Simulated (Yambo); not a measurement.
Yambo run on CsSrF3 (cubic perovskite, space group Pm-3m, No. 221). The wavefunctions are norm-conserving PBEsol (Quantum ESPRESSO, 84 Ry, with spin-orbit coupling) ones on a 2×2×2 mesh (40 occupied bands); a = b = c = 4.763 Å, α = β = γ = 90.00°.

Yambo input:

```
rim_cut
gw0
dyson
el_el_corr
HF_and_locXC
ppa
em1d
RandQpts= 1000000
RandGvec= 1 Ry
EXXRLvcs= 84 Ry
VXCRLvcs= 336 Ry
Chimod= "HARTREE"
% BndsRnXp
 1 | 314 |
%
NGsBlkXp= 7 Ry
% LongDrXp
 1.0 | 1.0 | 1.0 |
%
PPAPntXp= 55 eV
% GbndRnge
 1 | 314 |
%
GTermKind= "BG"
DysSolver= "n"
ExtendOut
% QPkrange
 1 | 1 | 40 | 41 |
%
```

k points by index: 1 = Γ.

Resulting energies as the program prints them:

```
#    K-point    Band    Eo [eV]    E [eV]    E-Eo [eV]    Vxc [eV]    Vnlxc [eV]    Sc|Eo [eV]    Sc|E [eV]    dSc/dw|Eo [eV]    Re(Z)    Im(Z)
#
    1    40    0.000000    -2.332990    -2.332990    -22.22751    -29.85159    4.774076    5.291092    -6.029886    0.818600    -0.001374
    1    41    6.226203    7.234683    1.008480    -8.025871    -3.807496    -3.094365    -3.209895    -3.117093    0.897222    -0.587535E-3
```
(The two width columns are left out.) Convergence of these settings isn't established.

Geometry of the Materials Project entry, not relaxed at this level.

The structure is a Materials Project entry; no match was found in the copy of COD used, and its stability was not checked.
